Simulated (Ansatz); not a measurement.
Sn (β-Sn type, I4_1/amd) under volume change, r²SCAN (plane waves, PAW; program Ansatz), shape and atoms relaxed at each volume.

```
V (Å³/atom)  E − E(relaxed) (meV/atom)  P (GPa)
-----------  -------------------------  -------
25.121                             [?]      [?]
25.949                            18.9     3.89
26.777                             4.4     1.77
27.605                             0.0     0.00
28.433                             [?]      [?]
29.261                            14.9    -2.71
30.090                            31.7    -3.75
```

### Question
Some entries are withheld; supply them.

### Answer

- 28.433, E − E(relaxed) (meV/atom): 3.9
- 28.433, P (GPa): -1.48
- 25.121, E − E(relaxed) (meV/atom): 45.3
- 25.121, P (GPa): 6.41

### Question
What does a third-order Birch–Murnaghan fit give for V₀, B₀ and B′?

### Answer
V₀ = 27.61 Å³/atom, B₀ = 53.8 GPa, B′ = 4.9.

Symmetry was held in the r²SCAN relaxation. Spin–orbit coupling is left out wherever it is not named.

Potentials: the earlier of the program's two PAW sets. The files were generated under PBE; for other functionals the program regenerates the frozen cores, and for LDA and PBEsol the local potential too.
